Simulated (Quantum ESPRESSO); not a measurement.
Kohn-Sham bands of Sb (simple cubic, model phase)

```
CELL_PARAMETERS angstrom
      3.08334     0.00000     0.00000
      0.00000     3.08334     0.00000
      0.00000     0.00000     3.08334
ATOMIC_POSITIONS crystal
  Sb 0.00000 0.00000 0.00000
```

Materials Project entry mp-133; symmetrised, unrelaxed at this level. This isn't the element's usual structure (rhombohedral); take it as a model of another phase. Level: PBEsol, no spin polarisation, no spin-orbit coupling; pw.x of Quantum ESPRESSO at 64 Ry with PseudoDojo potentials, 10×10×10 k-points, Wannier90. Density: 10×10×10 mesh, cold smearing 0.01 Ry. Spin-orbit coupling is left out although heavy elements are present.

**Question.** List the Kohn-Sham levels between −8 and 3.0 eV relative to the Fermi level at the high-symmetry points, as a band run of pw.x on that density gives them (levels within 2 meV counted together).

**Answer.** 
| point | k (reciprocal lattice) | levels (eV) |
|---|---|---|
| Γ | 0.000 0.000 0.000 | none in this range |
| X | 0.000 0.500 0.000 | -5.61 |
| M | 0.500 0.500 0.000 | -7.31, -3.51 (×2), 2.18 |
| R | 0.500 0.500 0.500 | -4.38, -1.54 (×3) |
